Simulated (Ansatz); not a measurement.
**Equation of state of Al from a dense series**

```xyz
1
Lattice="0.0000 2.0240 2.0240 2.0240 0.0000 2.0240 2.0240 2.0240 0.0000" Properties=species:S:1:pos:R:3 pbc="T T T"
Al    0.0000    0.0000    0.0000
```

The cell comes from COD entry 4313206, which wasn't checked; take it as a given geometry.

All numbers below come from DFT, LDA, all-electron LAPW, scalar-relativistic (Ansatz 0.2.0).

The runs use a Γ-centred 17×17×17 k mesh, Fermi–Dirac smearing of 0.03 eV, basis error target 0.5 meV/atom, no spin polarisation.

The cell is scaled evenly. Fractional coordinates are held (clamped ions).

```csv
V (Å³/atom),P (GPa)
15.588,1.13
15.919,-0.65
16.251,-2.22
16.417,-2.95
16.582,-3.63
16.748,-4.27
16.914,-4.88
17.577,-6.99
```

(1) Fit a third-order Birch–Murnaghan curve to the pressures.

(2) Predict the pressure at the withheld volume, 17.246 Å³/atom.

Results:

(1) P = (3B0/2)(y^(7/2) − y^(5/2))[1 + (3/4)(B0′ − 4)(y − 1)] with y = (V0/V)^(2/3) fits within 0.01 GPa for V0 = 15.794 Å³/atom, B0 = 83.2 GPa and B0′ = 4.53.

(2) There y = 0.9431, so the fit gives -6.00 GPa; the run gave -6.00 GPa.
